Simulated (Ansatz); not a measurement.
**Zone-centre modes in Al2O3**

Computed with Ansatz 0.2.0, DFT r2SCAN, scalar-relativistic, plane waves, PAW. Settings: plane waves to 500 eV, k-mesh 10×10×4 (Γ-centred), Gaussian smearing 0.05 eV. No spin polarisation.

Reference structure (relaxed at this level; this form isn't the usual structure):

```
CELL_PARAMETERS angstrom
1.32408 -4.42406 0.00000
1.32408 4.42406 0.00000
0.00000 0.00000 6.97695
ATOMIC_POSITIONS crystal
Al 0.00000 0.00000 0.50000
Al 0.24557 0.75443 0.75000
Al 0.75443 0.24557 0.25000
Al 0.00000 0.00000 0.00000
O 0.63435 0.36565 0.92184
O 0.89303 0.10697 0.75000
O 0.36565 0.63435 0.07816
O 0.36565 0.63435 0.42184
O 0.10697 0.89303 0.25000
O 0.63435 0.36565 0.57816
```

Harmonic modes by finite displacements of 0.02 Å, without the LO–TO term.

Q: At this geometry, is the structure stable against these modes?

A: Yes: no mode is imaginary beyond 10 cm⁻¹, and only the three translations lie near zero.

Q: List the wavenumbers in cm⁻¹.

A: 0, 0, 0, 86, 95, 168, 228, 242, 285, 323, 361, 362, 370, 391, 421, 437, 501, 518, 532, 538, 544, 575, 612, 616, 635, 638, 667, 720, 748, 783.

Cost: 1 run of about 4.6 core-minutes, on AMD EPYC 9R45 (Zen 5) (shared hosts).